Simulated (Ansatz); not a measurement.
Input and command of a plane-wave DFT calculation in Ansatz:

```yaml
crystal:
  lattice:
    - [0.0, 2.485, 2.811032]
    - [2.485, 0.0, 2.811032]
    - [2.485, 2.485, 0.0]
  atoms:
    - { symbol: "Y", position: [0.0, 0.0, 0.0] }
basis:
  ecutwfc: 500
kpoints:
  mp_grid: { grid: [16, 16, 16] }
hamiltonian:
  xc: r2scan
scf:
  occupations: { method: gaussian, width: 0.15 }
output:
  forces: true
  stress: true
  eigenvalues: true
```

```bash
ansatz run input.yaml --threads 1 --pin off --max-ram 2560MiB --backend cpu --events-out ev --progress --plain --runs-dir out
```

Processor: Arm Neoverse N1, 1 thread, on a host shared with other jobs.

Q: Estimate time, memory and problem size.

A: About 25 s on 1 thread of Arm Neoverse N1 (shared host), peak memory 0.51 GiB. It solves 10 bands at 349 k points (the mesh reduced by symmetry) with about 887 plane waves, in 6 SCF iterations.
